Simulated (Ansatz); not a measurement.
Tl₂SnCl₆:
```yaml
crystal:
  lattice:
    - [0.00000, 4.96441, 4.96441]
    - [4.96441, 0.00000, 4.96441]
    - [4.96441, 4.96441, 0.00000]
  atoms:
    - { symbol: Tl, position: [0.75000, 0.75000, 0.75000] }
    - { symbol: Tl, position: [0.25000, 0.25000, 0.25000] }
    - { symbol: Sn, position: [0.00000, 0.00000, 0.00000] }
    - { symbol: Cl, position: [0.75425, 0.75425, 0.24575] }
    - { symbol: Cl, position: [0.24575, 0.24575, 0.75425] }
    - { symbol: Cl, position: [0.24575, 0.75425, 0.75425] }
    - { symbol: Cl, position: [0.75425, 0.24575, 0.24575] }
    - { symbol: Cl, position: [0.75425, 0.24575, 0.75425] }
    - { symbol: Cl, position: [0.24575, 0.75425, 0.24575] }
```

Relaxed with r²SCAN+D4.

Map the electron localisation function on the plane through (0.750, 0.750, 0.750) spanned by u = [1, 0, 0] and v = [-1, 1, 1] in lattice vectors, from plane-wave PAW r²SCAN+D4 (Ansatz code).

x is the fraction of u, y of v (the angle between them is 90°; rows are the nearest grid lines); atoms in the plane: Tl at (0.00, 0.00), Tl at (0.00, 0.50), Sn at (0.50, 0.25), Cl at (0.50, 0.00), Cl at (0.50, 0.50).
```
|   :==-:  :#@@@@*::*@@@@#:  :-==:   |
|..-===-:  .+%@@@@@@@@@@%+.  :-===-..|
|=====--.   -*%@@@@@@@@%*-   .--=====|
|==--:.       .-+****+-.       .:--==|
|                                    |
|                                    |
|                                    |
|                                    |
|:::.           .:--:.           .:::|
|====--.     -+#%%%%%%#+-     .--====|
|=====--.   -*%@@@@@@@@%*-   .--=====|
|  .-==-:  :*@@@@%**%@@@@*:  :-==-.  |
|  .-==-:  :*%@@@*--*@@@%*:  :-==-.  |
|=====-:.   -*#%@@@@@@%#*-   .:-=====|
|====-:.    .-+#%%@@%%#+-.    .:-====|
|:::.        ...::::::...        .:::|
|           ..:::.  .:::..           |
|          ...::      ::...          |
|          ...::      ::...          |
|            ..::::::::..            |
|==--:.      .:=++++++=:.      .:--==|
|=====-:.   -*#%@@@@@@%#*-   .:-=====|
|..-=+=-.  .+%@@@%##%@@@%+.  .-=+=-..|
|   :==-:  :#@@@@*::*@@@@#:  :-==:   |
```
Scale: ten equal steps from 0.001 (start of ' ') to 0.895 (end of '@'), in the order ' .:-=+*#%@'; x runs from 0.000 to 1.00, y from 0.000 (bottom) to 1.00 (top).

The density is the valence pseudo-density with augmentation charge, so density and ELF within about 1 Å of a nucleus are not all-electron values.

Space group Fm-3m. The first step of the workflow began from a Materials Project structure, measured or hypothetical; the Crystallography Open Database files this formula in space group No. 225, but the cells were not matched. Its standing as an ambient phase is unchecked. Symmetry was held in the r²SCAN+D4 relaxation; its stability against distortions is not shown here. Scalar-relativistic: spin–orbit coupling is off unless named, which matters more the heavier the elements.

Potentials: the later of the program's two PAW sets.
